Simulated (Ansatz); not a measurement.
**A vibration from a frozen displacement in TiAu**

Computed with DFT PBEsol, scalar-relativistic, plane waves, PAW (Ansatz). Cutoff 420 eV, Γ-centred 14×14×14 k-points, Gaussian smearing of 0.15 eV. Spin–orbit coupling is left out, which matters for the heavy elements here. No spin polarisation. Energies are free energies at this smearing, counted from the undisturbed cell; pressure is positive in compression.

The undisturbed cell (as given, not relaxed at this level; it stands at -4.9 GPa, and it needn't be the usual structure):

```yaml
crystal:
  lattice:
    - [3.25400, 0.00000, 0.00000]
    - [0.00000, 3.25400, 0.00000]
    - [0.00000, 0.00000, 3.25400]
  atoms:
    - { symbol: Ti, position: [0.50000, 0.50000, 0.50000] }
    - { symbol: Au, position: [0.00000, 0.00000, 0.00000] }
```

Every Au atom is moved by x along the Cartesian unit vector (-1.000, 0.000, 0.000); the cell and all other atoms stay fixed. The cell's volume is 34.46 Å³; the moved atoms weigh 196.967 u together and the others 47.867 u. Some rows repeat others by symmetry and weren't run.

| x (Å) | ΔE (meV/cell) | total force on the moved atoms along the move (eV/Å) | pressure (GPa) |
| --- | --- | --- | --- |
| -0.5000 | 348.29 | 1.7494 | 4.6872 |
| -0.4375 | 250.88 | 1.3730 | 2.4028 |
| -0.3750 | 175.83 | 1.0389 | 0.4498 |
| -0.3125 | 119.29 | 0.7867 | -1.1651 |
| -0.2500 | 75.88 | 0.6102 | -2.4830 |
| -0.1875 | 42.57 | 0.4566 | -3.5271 |
| -0.1250 | 18.83 | 0.3031 | -4.2816 |
| -0.0625 | 4.68 | 0.1504 | -4.7337 |
| 0.0000 | 0.00 | 0.0000 | -4.8838 |
| 0.0625 | 4.68 | -0.1504 | -4.7337 |
| 0.1250 | 18.83 | -0.3031 | -4.2816 |
| 0.1875 | 42.57 | -0.4566 | -3.5271 |
| 0.2500 | 75.88 | -0.6102 | -2.4830 |
| 0.3125 | 119.29 | -0.7867 | -1.1651 |
| 0.3750 | 175.83 | -1.0389 | 0.4498 |
| 0.4375 | 250.88 | -1.3730 | 2.4028 |
| 0.5000 | 348.29 | -1.7494 | 4.6872 |

**Question.** What frequency belongs to this motion?

**Answer.** The force constant is k = −dF/dx = 2.406 eV/Å², from the parabola through x = -0.0625, 0 and 0.0625. In every cell the moved atoms swing against the rest, so the mass is μ = m₁m₂/(m₁ + m₂) = 38.509 u, and ν̃ = 521.5 cm⁻¹ × √(|k|/μ) = 130 cm⁻¹, at this cell's pressure of -4.9 GPa. To first order in x, and within 1 %, the force on every atom lies along the move and, within each of the two groups, in proportion to the atom's mass, so this is itself a mode at the zone centre of this cell.

**Question.** How far does the harmonic law reach?

**Answer.** At x = -0.500 Å, kx²/2 = 300.80 meV against the computed 348.29 meV (+15.8 %): the well stiffens in this direction at large amplitude.

**Question.** The pressure changes with x². What does that say about the frequency under compression?

**Answer.** With E = k(V)x²/2, k ∝ V^(−2γ) and x scaling with the cell as V^(1/3), P − P0 = −∂E/∂V = (2γ − 2/3) ΔE/V. At x = 0.1250 Å, V(P − P0) = 34.46 × 0.60221 / 160.2 eV = 129.51 meV and ΔE = 18.83 meV, so γ = 1/3 + V(P − P0)/(2ΔE) = 3.77. This is the Grüneisen parameter of the motion under uniform scaling of the cell: shrinking the cell evenly by 1 % in volume raises the frequency by about 3.77 %.

In a metal these slopes depend on the k mesh and the smearing.